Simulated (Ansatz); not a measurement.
MgF2 (rutile, P4_2/mnm), plane-wave PAW PBE (Ansatz code). The conduction-band minimum lies at Γ, with 1 equivalent valley. Second derivatives d²E/dk² of the lowest band at one valley (eV·Å²), along Cartesian directions:

| direction | d²E/dk² |
|---|---|
| [100] | 14.19 |
| [010] | 14.19 |
| [001] | 14.88 |
| [110] | 14.19 |
| [101] | 14.54 |
| [011] | 14.54 |

### Question
Find the principal effective masses, the density-of-states mass and the conductivity mass.

### Answer
Off-diagonal terms follow from H_xy = H[110] − (H_xx + H_yy)/2, and m*/mₑ = 7.620 eV·Å² over each eigenvalue: 0.51, 0.54, 0.54. One valley's DOS mass (m₁m₂m₃)^(1/3) = 0.53, conductivity mass 3/(Σ 1/mᵢ) = 0.53 mₑ.

### Question
What effective density of states Nc follows at 300 K for parabolic valleys?

### Answer
Nc = 2.509e19 × 1 × (0.53)^(3/2) ≈ 9.7e18 cm⁻³.

The cell was relaxed with PBE under the symmetry of its start.

Potentials: the later of the program's two PAW sets.

Edges and masses are those of Kohn–Sham bands, whose gap is no quasiparticle gap.
